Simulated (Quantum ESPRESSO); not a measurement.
# Moving one atom in SiIn6MgP8

These are calculations, not measurements. They come from pw.x of Quantum ESPRESSO 7.5, a plane-wave density functional program, with PseudoDojo standard norm-conserving files (v0.5 for PBE, v0.4.1 for LDA and PBEsol). The cells are made up: elements, strain and atom displacements were drawn at random, and nothing was relaxed. There is no spin polarisation, spin-orbit coupling or dispersion term.

The cell has 16 sites of a zincblende or diamond lattice (two cubes along c). Sites 1 to 8 hold Si In In Mg In In In In; sites 9 to 16 hold P P P P P P P P. Cell vectors in Å: (5.898, 0.000, 0.000); (0.000, 5.898, 0.000); (0.000, 0.000, 11.797). Settings: PBE, cutoff 1143 eV, 4 x 4 x 2 k mesh shifted by half a step, Fermi-Dirac smearing of 0.025 eV.

Each run shifts the P atom on site 12 along z and leaves all else fixed. Site 3 is one of its nearest neighbours. E is the free energy of the cell above the lowest run shown.

```
run  shift (Å)  Fz on site 12 (eV/Å)  Fz on site 3 (eV/Å)  P (GPa)  E (meV)
  1    -0.1194                -0.282                0.356    -0.50      0.0
  2    -0.0622                -0.788                0.517    -0.45     30.6
  3    -0.0238                -1.132                0.632    -0.41     67.4
  4     0.0097                -1.435                0.736    -0.36    110.4
  6     0.1014                -2.265                1.033    -0.19    280.1
  7     0.1272                -2.497                1.121    -0.14    341.6
  5     0.0636                     ?                    ?        ?        ?
```

A rerun of one of these cells at 1437 eV and k mesh 6 x 6 x 4 moved values by no more than 0.016 eV in the cell's energy, 0.02 GPa in stress and 0.010 eV/Å in force.

## Worked fit

A parabola through the six runs shown gives Fz on site 12 = -1.346 - 8.99 u - 0.5 u² eV/Å, with u in Å and a scatter of 0.002 eV/Å. Minus the slope, 8.99 ± 0.06 eV/Å², is this atom's force constant along z at u = 0, with its periodic images moving too. The fitted force does not vanish within the range. The error is the larger of the fit's own and the change that a cubic makes, rounded up.

## Withheld run

Question: what Fz on site 12 should run 5 give?

The fit gives -1.920 eV/Å. The calculation gave -1.923 eV/Å.

```
run  shift (Å)  Fz on site 12 (eV/Å)  Fz on site 3 (eV/Å)  P (GPa)  E (meV)
  5     0.0636                -1.923                0.909    -0.27    200.9
```